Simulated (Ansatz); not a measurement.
# Zn$_{2}$SeS, first-principles data

Zn₂SeS:
```xyz
4
Lattice="1.9422 1.1213 6.3504 -1.9422 1.1213 6.3504 0.0000 -2.2426 6.3504" Properties=species:S:1:pos:R:3 pbc="T T T"
Zn     0.0000     0.0000     0.0746
Zn     0.0000     0.0000     9.4542
Se     0.0000     0.0000    11.8945
S      0.0000     0.0000     2.3904
```

Space group R3m (No. 160); conventional cell a = 3.884 Å, b = 3.884 Å, c = 19.051 Å, α = 90.00°, β = 90.00°, γ = 120.00°.

Method: plane-wave PAW PBEsol (Ansatz code). Structure relaxed to zero pressure with the same functional. Other levels are named where they apply.

Cell and energy:

```json
{
 "volume_per_atom": "20.74 Å³",
 "density": "4.84 g/cm³",
 "Formation energy from the elements (no fitted shifts)": "-734 meV/atom"
}
```

Electronic structure:

```json
{
  "band_gap": "1.42 eV (direct)",
  "valence_band_maximum": "at Γ",
  "conduction_band_minimum": "at Γ",
  "electron_effective_mass": "0.13 mₑ (isotropic)",
  "Electron effective mass with spin–orbit coupling": "0.13 mₑ (isotropic)",
  "Hole effective mass, band 1 of 2 at the edge": "0.82 along x, 1.7 along z (mₑ)",
  "Hole effective mass, band 2 of 2 at the edge": "0.11 along x, 1.7 along z (mₑ)",
  "Hole effective mass with spin–orbit coupling": "0.18, 0.18, 1.7 mₑ (principal values)",
  "HSE06 gap on the PBEsol cell": "2.69 eV",
  "Gap with spin–orbit coupling": "1.31 eV"
}
```

Mechanics:

```json
{
 "Bulk modulus (Birch–Murnaghan fit)": "71.2 GPa",
 "Pressure derivative B′": "4.5",
 "Elastic constants (relaxed ions, GPa)": "C11 = 121, C12 = 49.7, C13 = 42.2, C14 = -11.4, C33 = 130, C44 = 27.3",
 "mechanical_stability": "stable (all eigenvalues of C positive)",
 "hill_bulk_and_shear_moduli": "71.2 and 31.5 GPa",
 "Young's modulus": "82.4 GPa",
 "Poisson's ratio": "0.31",
 "debye_temperature_from_the_elastic_constants": "309 K",
 "Piezoelectric stress constants (proper, relaxed ions, C/m²)": "e15 = e24 = -0.03, e16 = e21 = 0.04, e22 = -0.04, e33 = 0.08"
}
```

Dielectric response:

```json
{
 "Electronic dielectric constant ε∞ (DFPT)": "6.77 (xx = yy), 6.72 (zz)",
 "Static dielectric constant ε0 (ions relaxed, cell fixed)": "9.75 (xx = yy), 9.67 (zz)",
 "Born charges (a third of the trace)": "Zn +1.94 to +2.03, Se -1.88, S -2.09 e",
 "Largest static χ(2) component": "49 pm/V"
}
```

Phonons:

```json
{
 "Highest zone-centre frequency (without LO–TO term)": "301 cm^-1",
 "zone_centre_stability": "no imaginary mode at Γ"
}
```

The first step of the workflow began from a Materials Project structure, measured or hypothetical; the Crystallography Open Database copy checked does not list it. Its standing as an ambient phase is unchecked. Symmetry was held in the PBEsol relaxation. Signs of piezoelectric constants follow the polarity of the cell as given. The references are the lowest solids computed at this level, not always the standard phases. Spin–orbit coupling is left out wherever it is not named.

Potentials: the later of the program's two PAW sets.
